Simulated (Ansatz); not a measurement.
## Rocksalt alloy of MgO and CdO (10 of 32 Mg sites exchanged), 64 atoms

Ansatz, PAW, plane waves. PBEsol relaxation of volume and atoms (shape held) at the single k point (¼, ¼, ¼) without its symmetry partners; single points on the relaxed atoms at the Γ point alone, onto which points of the small cell's zone fold. Arrangement: random. No spin–orbit coupling unless named.

Relaxed structure:

```yaml
crystal:
  lattice:
    - [8.79250, 0.00000, 0.00000]
    - [0.00000, 8.79250, 0.00000]
    - [0.00000, 0.00000, 8.79250]
  atoms:
    - { symbol: O, position: [0.24933, 0.01686, 0.00145] }
    - { symbol: O, position: [0.23511, 0.98520, 0.49986] }
    - { symbol: O, position: [0.25244, 0.49161, 0.00076] }
    - { symbol: O, position: [0.26343, 0.50931, 0.50145] }
    - { symbol: O, position: [0.75084, 0.00413, 0.01200] }
    - { symbol: O, position: [0.75851, 0.99821, 0.48662] }
    - { symbol: O, position: [0.74850, 0.49951, 0.00137] }
    - { symbol: O, position: [0.73924, 0.50060, 0.49747] }
    - { symbol: O, position: [0.99555, 0.24888, 0.01360] }
    - { symbol: O, position: [0.98638, 0.23403, 0.48274] }
    - { symbol: O, position: [0.98713, 0.75257, 0.00463] }
    - { symbol: O, position: [0.99495, 0.75930, 0.49446] }
    - { symbol: O, position: [0.50499, 0.25228, 0.01522] }
    - { symbol: O, position: [0.51278, 0.26108, 0.48280] }
    - { symbol: O, position: [0.51357, 0.75169, 0.01543] }
    - { symbol: O, position: [0.50328, 0.74014, 0.48482] }
    - { symbol: O, position: [0.98715, 0.99653, 0.24572] }
    - { symbol: O, position: [0.99770, 0.98418, 0.75636] }
    - { symbol: O, position: [0.99795, 0.50122, 0.23804] }
    - { symbol: O, position: [0.00005, 0.51236, 0.76546] }
    - { symbol: O, position: [0.51313, 0.00048, 0.23925] }
    - { symbol: O, position: [0.49977, 0.99988, 0.76999] }
    - { symbol: O, position: [0.50154, 0.50138, 0.24630] }
    - { symbol: O, position: [0.49993, 0.50266, 0.75654] }
    - { symbol: O, position: [0.24926, 0.26605, 0.24043] }
    - { symbol: O, position: [0.24826, 0.26900, 0.76315] }
    - { symbol: O, position: [0.24681, 0.73513, 0.26113] }
    - { symbol: O, position: [0.23394, 0.73409, 0.73566] }
    - { symbol: O, position: [0.75059, 0.25587, 0.24899] }
    - { symbol: O, position: [0.75136, 0.26721, 0.74726] }
    - { symbol: O, position: [0.75149, 0.74517, 0.25115] }
    - { symbol: O, position: [0.76153, 0.73557, 0.74604] }
    - { symbol: Mg, position: [0.99296, 0.00038, 0.00582] }
    - { symbol: Mg, position: [0.99384, 0.99464, 0.49118] }
    - { symbol: Mg, position: [0.99666, 0.50049, 0.00241] }
    - { symbol: Mg, position: [0.50674, 0.00442, 0.00817] }
    - { symbol: Mg, position: [0.50303, 0.49889, 0.00487] }
    - { symbol: Mg, position: [0.50199, 0.50227, 0.49330] }
    - { symbol: Mg, position: [0.24959, 0.25562, 0.00507] }
    - { symbol: Mg, position: [0.24520, 0.74433, 0.49721] }
    - { symbol: Mg, position: [0.75026, 0.25388, 0.00797] }
    - { symbol: Mg, position: [0.74993, 0.25411, 0.49129] }
    - { symbol: Mg, position: [0.75118, 0.74745, 0.00556] }
    - { symbol: Mg, position: [0.75191, 0.74583, 0.49458] }
    - { symbol: Mg, position: [0.25191, 0.50098, 0.24651] }
    - { symbol: Mg, position: [0.24965, 0.50316, 0.75446] }
    - { symbol: Mg, position: [0.75116, 0.99966, 0.24825] }
    - { symbol: Mg, position: [0.74896, 0.50089, 0.24749] }
    - { symbol: Mg, position: [0.74982, 0.50270, 0.75333] }
    - { symbol: Mg, position: [0.99493, 0.25170, 0.24616] }
    - { symbol: Mg, position: [0.99485, 0.74819, 0.24888] }
    - { symbol: Mg, position: [0.99657, 0.74726, 0.75091] }
    - { symbol: Mg, position: [0.50514, 0.25653, 0.24674] }
    - { symbol: Mg, position: [0.50547, 0.74532, 0.24960] }
    - { symbol: Cd, position: [0.99935, 0.50047, 0.50021] }
    - { symbol: Cd, position: [0.50127, 0.99904, 0.49606] }
    - { symbol: Cd, position: [0.24916, 0.25214, 0.49767] }
    - { symbol: Cd, position: [0.24896, 0.74995, 0.00066] }
    - { symbol: Cd, position: [0.24887, 0.00005, 0.24927] }
    - { symbol: Cd, position: [0.24646, 0.99845, 0.75143] }
    - { symbol: Cd, position: [0.75112, 0.99889, 0.75002] }
    - { symbol: Cd, position: [0.99888, 0.24991, 0.75216] }
    - { symbol: Cd, position: [0.50074, 0.25380, 0.75227] }
    - { symbol: Cd, position: [0.50007, 0.74839, 0.74946] }
```

**Question.** What are the mean bond lengths by pair (pairs within 1.2 times the sum of covalent radii, less contacts 15 % beyond the pair's median; cation–cation pairs of compounds aside; long ionic contacts are cut short by that bound)?

**Answer.** Cd–O 2.290 ± 0.060 Å (standard deviation, 60 bonds); Mg–O 2.160 ± 0.069 Å (standard deviation, 132 bonds).

**Question.** What gap lies between the top filled and the lowest empty level in the single points?

**Answer.** HSE06 3.11 eV (4.2 min on 7 threads of Neoverse-V2).
